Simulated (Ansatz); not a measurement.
The calculation used DFT PBE, scalar-relativistic, plane waves, PAW (Ansatz 0.2.0). The final run on the 5-atom cell used 420 eV, a Γ-centred 12×12×12 mesh, 0.02 eV smearing and no spin polarisation.

The zero of energy is the elements' standard structures at the same level (O₂ as a molecule); no fitted shifts are applied.

Question: Suggest a trial structure for a trigonal semiconductor with formula BaIn₂O₂, with a gap near 0.9 eV, a formation energy near −1.23 eV/atom and about 22 Å³ per atom, in a cell of 5 atoms.

Answer: BaIn₂O₂, space group R-3m (No. 166). Ba is surrounded by 6 O at 2.70 Å and 2 In at 3.28 Å; around In lie 3 O at 2.61 Å and 1 Ba at 3.28 Å; O has 3 In at 2.61 Å and 3 Ba at 2.70 Å.

Space group R-3m:H (No. 166). a = 3.617 Å, b = 3.617 Å, c = 28.946 Å, α = 90.00°, β = 90.00°, γ = 120.00°
```tsv
atom	site	symmetry	x	y	z
Ba	3a	-3m	0.0000	0.0000	0.0000
In	6c	3m	0.0000	0.0000	0.8866
O	6c	3m	0.0000	0.0000	0.7258
```

| Quantity | Value |
| --- | --- |
| Volume per atom | 21.9 Å³ |
| Density | 6.1 g/cm³ |
| Energy over the elements | −1.228 eV/atom |
| Gap on the 12×12×12 mesh of the 5-atom cell | 0.91 eV |

The structure comes from a generated guess, relaxed at this level; another structure or a mixture of phases may lie lower. The answer needn't be unique; the calculation gave this one.

Kohn–Sham gaps at this level usually fall short of measured ones. Symmetry constrained the relaxation, so the result can be a saddle point.
